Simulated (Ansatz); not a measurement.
Consider the following.

NaF:
```cif
data_F4Na4
_chemical_formula_sum 'Na4 F4'
_space_group_name_H-M_alt 'Fm-3m'
_space_group_IT_number 225
_space_group_name_Hall '-F 4 2 3'
_cell_length_a 4.62865
_cell_length_b 4.62865
_cell_length_c 4.62865
_cell_angle_alpha 90.000
_cell_angle_beta 90.000
_cell_angle_gamma 90.000
loop_
_atom_site_label
_atom_site_type_symbol
_atom_site_symmetry_multiplicity
_atom_site_Wyckoff_symbol
_atom_site_fract_x
_atom_site_fract_y
_atom_site_fract_z
_atom_site_occupancy
Na1 Na 4 a 0.00000 0.00000 0.00000 1
F1 F 4 b 0.50000 0.50000 0.50000 1
```
(The calculation used a cell of 2 atoms; values per cell refer to that cell.)

This is the PBEsol-relaxed structure.

### Question
All from PBEsol (plane waves, PAW; program Ansatz), unless another level is named. Estimate the Debye temperature from the elastic constants.

### Answer
478 K.

### Question
And the vibrational entropy at 300 K?

### Answer
26.2 J/(K·mol of atoms).

### Question
Next, the highest zone-centre frequency (without LO–TO term)?

### Answer
239 cm^-1.

Symmetry was held in the PBEsol relaxation.

Potentials: the earlier of the program's two PAW sets. The files were generated under PBE; for other functionals the program regenerates the frozen cores, and for LDA and PBEsol the local potential too.
